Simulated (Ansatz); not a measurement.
Structures of Bi$_{2}$H$_{3}$: which is lowest?

Plane-wave DFT in Ansatz with scalar-relativistic PAW potentials, cutoff 420 eV, Γ-centred meshes chosen by cell and gap, Gaussian smearing with energies taken to zero width. Every cell was relaxed (cell and atoms) in a run of its own, within the symmetry of its start. Functional: PBE.

Relaxed structures (starts from databases or built by putting these elements on another compound's sites):
A. P-3m1, 5 atoms in the computed cell, a = 3.797 Å, c = 6.101 Å; sites (symmetry × multiplicity) Bi 3m. × 2, H -3m. × 1 + 3m. × 2; start: built
B. R-3m, 5 atoms in the computed cell, a = 3.839 Å, c = 18.878 Å; sites (symmetry × multiplicity) Bi 3m × 6, H -3m × 3 + 3m × 6; start: built

Task: Rank them by energy. Could pressure change the order?

Result:
| structure | group | E − E(lowest) (meV/atom) | V (Å³/atom) | gap on mesh (eV) |
| --- | --- | --- | --- | --- |
| B | R-3m | 0.0 | 16.06 | 0.00 |
| A | P-3m1 | 50 | 15.24 | 0.00 |

B is lowest, 50 meV/atom under A. A is denser by 0.83 Å³/atom, so pressure favours it: ΔE/ΔV, with ΔE in eV and 1 eV/Å³ = 160.2 GPa, gives about 10 GPa for equal enthalpy if both cells were rigid, a rough figure since the two compress differently. Other structures may lie lower than all of these, and vibrations aren't counted.

Spin-orbit coupling is left out, which matters for the bands of heavy elements. For Tl, Pb and Bi spin-orbit coupling shifts energies too.